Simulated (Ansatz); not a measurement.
ZrTa:
```
CELL_PARAMETERS angstrom
      1.47770    -5.72825     0.00000
      1.47770     5.72825     0.00000
      0.00000     0.00000     4.90425
ATOMIC_POSITIONS crystal
  Zr 0.67860 0.32140 0.25000
  Ta 0.93542 0.06458 0.25000
  Zr 0.32140 0.67860 0.75000
  Ta 0.06458 0.93542 0.75000
```

Relaxed with PBE. Special points in fractions of this cell's reciprocal vectors: Γ (0.000, 0.000, 0.000); Y (-0.500, 0.500, 0.000); C0 (-0.267, 0.733, 0.000); Σ0 (0.267, 0.267, 0.000); Z (0.000, 0.000, 0.500); A0 (0.267, 0.267, 0.500); E0 (-0.267, 0.733, 0.500); T (-0.500, 0.500, 0.500); S (0.000, 0.500, 0.000); R (0.000, 0.500, 0.500).

**Question.** List the band energies nearest the Fermi level at these points for DFT-PBE in the program Ansatz with PAW potentials.

**Answer.** In eV from the Fermi level; about four levels below and three above (degenerate sets whole), none deeper than 8.9 eV; points with the same levels are listed once.

| k | below | above |
|---|---|---|
| Γ | -1.83 -1.47 -1.21 -0.89 | 0.24 0.39 1.27 |
| Y | -0.95 -0.28 -0.11 -0.06 | 0.30 0.37 1.24 |
| C0 | -2.09 -1.69 -1.61 -1.51 | 0.25 0.34 0.78 |
| Z | -1.29 -1.29 -0.61 -0.61 | 0.04 0.04 1.17 1.17 |
| A0 | -1.92 -1.92 -0.57 -0.57 | 0.08 0.08 0.91 0.91 |
| T | -1.13 -1.13 -0.33 -0.33 | 0.43 0.43 1.30 1.30 |
| S | -2.27 -1.99 -1.84 -0.97 | 0.26 0.63 0.81 |
| R | -1.74 -1.74 -0.73 -0.73 | 0.05 0.05 1.05 1.05 |

Space group Cmcm. The start of the workflow was typed in or built on a structure type; neither database checked (COD, Materials Project) lists it. Whether it is the stable phase at ambient conditions was not checked. The cell was relaxed with PBE under the symmetry of its start; its stability against distortions is not shown here. No spin polarisation was allowed. Its formation energy is positive at this level, so the cell may be metastable or incomplete. Scalar-relativistic: spin–orbit coupling is off unless named, which matters more the heavier the elements.

Potentials: the earlier of the program's two PAW sets.
